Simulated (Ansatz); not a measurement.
Theory: DFT PBE, scalar-relativistic, plane waves, PAW (Ansatz). Settings of the last relaxation (8-atom cell): 420 eV, 10×10×10 k points, Gaussian smearing of 0.10 eV, no spin polarisation.

Energies over the elements count from the elements' standard structures at the same level (O₂ as a molecule), with no fitted energy shifts. The references include grey tin.

Task: Propose a candidate for a cubic metal with formula SnO3, with a formation energy near −0.15 eV/atom and about 9 Å³ per atom, in a cell of 8 atoms. Its symmetry should be Pm-3n (No. 223).

Result: SnO3, space group Pm-3n (No. 223). Sn has 12 O at 2.36 Å; O is surrounded by 2 O at 2.11 Å, 4 Sn at 2.36 Å and 8 O at 2.58 Å.

```cif
data_structure
_symmetry_space_group_name_H-M 'P 1'
_symmetry_Int_Tables_number 1
_cell_length_a 4.2191
_cell_length_b 4.2191
_cell_length_c 4.2191
_cell_angle_alpha 90.000
_cell_angle_beta 90.000
_cell_angle_gamma 90.000
_cell_volume 75.10
loop_
_atom_site_label
_atom_site_type_symbol
_atom_site_fract_x
_atom_site_fract_y
_atom_site_fract_z
_atom_site_occupancy
Sn1 Sn 0.50000 0.50000 0.50000 1
Sn2 Sn 0.00000 0.00000 0.00000 1
O1 O 0.50000 0.25000 0.00000 1
O2 O 0.50000 0.75000 0.00000 1
O3 O 0.25000 0.00000 0.50000 1
O4 O 0.75000 0.00000 0.50000 1
O5 O 0.00000 0.50000 0.25000 1
O6 O 0.00000 0.50000 0.75000 1
```

* Volume per atom: 9.39 Å³
* Density: 7.37 g/cm³
* Formation energy: −0.15 eV/atom
* Gap on the 10×10×10 mesh of the 8-atom cell: 0 eV (a metal)

The cell was found from a structure generator's guess, not taken from experiment. Other answers may fit too; this one was computed.

Symmetry constrained the relaxation, so the result can be a saddle point.
